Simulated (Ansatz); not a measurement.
**Pressure against volume: TiO₂**

```
Ti O
1.0
    -1.89250    1.89250    4.75700
     1.89250   -1.89250    4.75700
     1.89250    1.89250   -4.75700
Ti O
2 4
Direct
  0.00000 0.00000 0.00000
  0.75000 0.25000 0.50000
  0.20660 0.20660 0.00000
  0.95660 0.45660 0.50000
  0.54340 0.04340 0.50000
  0.79340 0.79340 0.00000
```

The conventional cell has a = 3.785 Å, b = 3.785 Å, c = 9.514 Å, α = 90.00°, β = 90.00°, γ = 90.00°. Ti (atom 1) has 6 O at 1.94 to 1.97 Å as nearest neighbours. O (atom 3) has 3 Ti at 1.94 to 1.97 Å as nearest neighbours.

The cell comes from COD entry 9009086, which wasn't checked; take it as a given geometry.

Levels of theory: DFT, LDA, all-electron LAPW, scalar-relativistic (Ansatz 0.2.0); DFT, LDA, PAW with Ansatz's default frozen-core files, scalar-relativistic (Ansatz 0.2.0).

For LAPW: a Γ-centred 13×13×13 k mesh, Fermi–Dirac smearing of 0.08 eV, basis error target 1 meV/atom, no spin polarisation. PAW takes a cutoff of 420 eV at this cell (files made with PBE, cores remade for this functional). The Ansatz runs share mesh, smearing and spin set-up. Plane-wave (PAW) pressures include the program's estimate of the Pulay term.

The cell above is scaled evenly, with fractional coordinates and shape held.

```tsv
V/V(cell)	V (Å³/atom)	P, LAPW (GPa)	P, PAW (GPa)	gap on the k mesh, LAPW (eV)
0.9400	10.677	9.22	8.92	2.19
0.9600	10.904	3.69	3.42	2.15
0.9800	11.131	-1.28	-1.53	2.11
0.9900	11.245	-3.58	-3.81	2.09
1.0000	11.358	-5.75	-5.97	2.07
1.0100	11.472	-7.81	-8.02	2.05
1.0200	11.585	-9.76	-9.96	2.03
1.0400	11.813	?	?	?
1.0600	12.040	-16.59	-16.76	1.94
```

Q: Fill in the row V/V(cell) = 1.0400.

A: P, LAPW (GPa) = -13.36, P, PAW (GPa) = -13.55, gap on the k mesh, LAPW (eV) = 1.98.

Q: What do Birch–Murnaghan fits to the pressures give?

A: LAPW: V0 = 11.07 Å³/atom, B0 = 236 GPa, B0′ = 4.3; PAW: V0 = 11.06 Å³/atom, B0 = 236 GPa, B0′ = 4.2.

PAW's V0 lies -0.11 % from the all-electron value and its B0 0.0 %. With shape and internal coordinates held, B0 is an upper bound to the relaxed modulus.
